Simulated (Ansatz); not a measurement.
Crystals of one structure type (zinc blende) and one family of elements, relaxed and computed with DFT-LDA in the program Ansatz with PAW potentials.

| crystal | K_Hill (GPa) | G_Hill (GPa) |
|---|---|---|
| InP | 71.3 | 34.0 |
| GaAs | 74.5 | 46.0 |
| AlAs | 75.5 | 41.3 |
| AlP | 90.0 | ? |
| GaP | 90.2 | 56.0 |
| BP | 176 | 169 |
| GaN | 202 | 112 |

Problem. Fit a straight line to ln G against ln K and predict the withheld value.

Solution. Least squares on the 6 shown rows: ln G = 1.27 × ln K + (-1.744), with a scatter of 20.4 %. For AlP this gives 53.0. The run itself gave 47.2, a miss of 12.3 % of that.

All cells were relaxed under the symmetry of their starts (and spin orders); stability against distortions was not tested throughout. Scalar-relativistic: spin–orbit coupling is off unless named, which matters more the heavier the elements.

Potentials: the earlier of the program's two PAW sets. The files were generated under PBE; for other functionals the program regenerates the frozen cores, and for LDA and PBEsol the local potential too.
